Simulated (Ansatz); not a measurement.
**Band structure of Pt₂W**

```
CELL_PARAMETERS angstrom
-1.38637 1.98220 4.15326
1.38637 -1.98220 4.15326
1.38637 1.98220 -4.15326
ATOMIC_POSITIONS crystal
Pt 0.66322 0.66322 0.00000
Pt 0.33678 0.33678 0.00000
W 0.00000 0.00000 0.00000
```

Atoms are numbered in the order listed.

Conventional cell: a = 2.773 Å, b = 3.964 Å, c = 8.307 Å, α = 90.00°, β = 90.00°, γ = 90.00°. Pt (atom 1) is surrounded by 7 Pt at 2.71 to 2.82 Å and 5 W at 2.77 to 2.80 Å. Around W (atom 3) lie 2 W at 2.77 Å and 10 Pt at 2.77 to 2.80 Å.

Structure from Materials Project entry mp-1018129 (possibly hypothetical), not relaxed further.

Spin–orbit coupling is left out, though it moves levels of the heavy atoms by tenths of an eV or more.

Level of theory: DFT, LDA, all-electron LAPW, scalar-relativistic in Ansatz 0.2.0.

Sampling and basis: a Γ-centred 14×14×14 k mesh, Fermi–Dirac smearing of 0.05 eV, basis error target 0.5 meV/atom, no spin polarisation.

Points in fractions of the reciprocal vectors of this cell: Γ (0, 0, 0), X (0.5, 0.5, -0.5), F2 (0.278, 0.722, -0.278), Σ0 (-0.278, 0.278, 0.278), Y0 (0.307, -0.307, 0.307), U0 (0.693, 0.307, -0.307). The path joins them by straight lines in the order Γ–X–F2–Σ0–Γ–Y0–U0–X–Γ; legs that retrace an earlier one aren't tabulated. Energies are in eV from the Fermi level.

Problem. Is there a gap?

Solution. none: bands cross the Fermi level, a metal.

Problem. List the levels between -20 and 10 eV at the symmetry points.

Solution. 
Γ: -10.53, -6.30, -5.72, -5.16, -4.91, -4.31, -4.14, -3.79, -3.12, -2.49, -2.18, -2.12, -1.30, -0.80, 1.44, 2.54, 3.90, 6.05, 8.85, 9.25
X: -7.96, -7.77, -7.32, -6.79, -5.29, -4.08, -4.02, -3.20, -3.09, -2.23, -2.02, -1.84, -0.98, 1.56, 1.80, 1.85, 2.33, 2.87, 9.49
F2: -7.05, -6.90, -6.47, -6.39, -5.82, -4.57, -4.40, -2.35, -1.99, -1.60, -1.08, 0.28, 0.56, 0.99, 1.09, 1.70, 2.09, 5.53
Σ0: -7.05, -6.90, -6.47, -6.39, -5.82, -4.57, -4.40, -2.35, -1.99, -1.60, -1.08, 0.28, 0.56, 0.99, 1.09, 1.70, 2.09, 5.53
Y0: -7.71, -7.64, -7.04, -6.04, -4.13, -3.72, -3.56, -3.48, -3.01, -2.97, -1.87, -1.68 (×2), -1.10, 0.78, 1.25, 2.00, 2.52
U0: -7.71, -7.64, -7.04, -6.04, -4.13, -3.72, -3.56, -3.48, -3.01, -2.97, -1.87, -1.68 (×2), -1.10, 0.78, 1.25, 2.00, 2.52
